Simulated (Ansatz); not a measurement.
Consider the following.

YAl₃:
Space group P6₃/mmc (No. 194); a = 6.317 Å, b = 6.317 Å, c = 4.542 Å, α = 90.00°, β = 90.00°, γ = 120.00°

| atom | site | symmetry | x | y | z |
|---|---|---|---|---|---|
| Y | 2d | -6m2 | 0.6667 | 0.3333 | 0.2500 |
| Al | 6h | mm2 | 0.1450 | 0.2900 | 0.2500 |

This is the r²SCAN-relaxed structure.

### Question
All from r²SCAN in the plane-wave PAW code Ansatz, unless another level is named. Estimate the density of states at the Fermi level.

### Answer
0.32 states/eV per atom (mean over ±0.08 eV).

### Question
Next, the formation energy from the elements (no fitted shifts)?

### Answer
-0.48 eV/atom.

Space group P6_3/mmc. The first step of the workflow began from a Materials Project structure, measured or hypothetical; the Crystallography Open Database copy checked does not list it. Its standing as an ambient phase is unchecked. The r²SCAN relaxation kept the symmetry of its start; whether a distortion lowers the energy is not shown. The run is not spin-polarised. Axis ratios of metals converge slowly with the k-mesh, so a and c are less sure than the volume. The references are the lowest solids computed at this level, not always the standard phases. Scalar-relativistic: spin–orbit coupling is off unless named, which matters more the heavier the elements.

Potentials: the later of the program's two PAW sets.
